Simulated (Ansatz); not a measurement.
A geometry of Li away from equilibrium: step 2 of the relaxation of a relaxed Li cell displaced along its unstable phonon at q = (½, ½, 0) of its primitive reciprocal cell (173i cm⁻¹), largest move 0.15 Å. All values below come from PBE (plane waves to 420 eV, PAW, scalar-relativistic; Ansatz, a first-principles code). Γ-centred k-mesh 12×12×12 on the run's cell (coarser than for final values), Fermi–Dirac smearing 0.05 eV.

```xyz
2
Lattice="5.4183 0.0000 0.0000 2.7092 2.7092 0.0000 0.0000 0.0000 2.7454" Properties=species:S:1:pos:R:3:forces:R:3 pbc="T T T" free_energy=-409.215 pressure_GPa=0.1
Li     0.0000     0.0000     0.3469    0.0000    0.0000    0.1719
Li     2.7092     0.0000    -0.3469    0.0000    0.0000   -0.1719
```

Positions in Å, forces in eV/Å, free energy of the cell in eV (comparable only within this code, potentials and settings). Largest force: 0.17 eV/Å, on Li1, Li2 (atoms numbered as listed); the geometry lies 0.08 eV/atom above the end of its relaxation.

No spin polarisation in the result.

The run could not lose the symmetry of its start.

Of the parent cell (Pm-3m (No. 221)): it is a generated cell of Li: the first start was made by placing the elements on the sites of a structure type, and the end was not matched to a known phase here, so it may be hypothetical. Known forms of Li include space group No. 229.
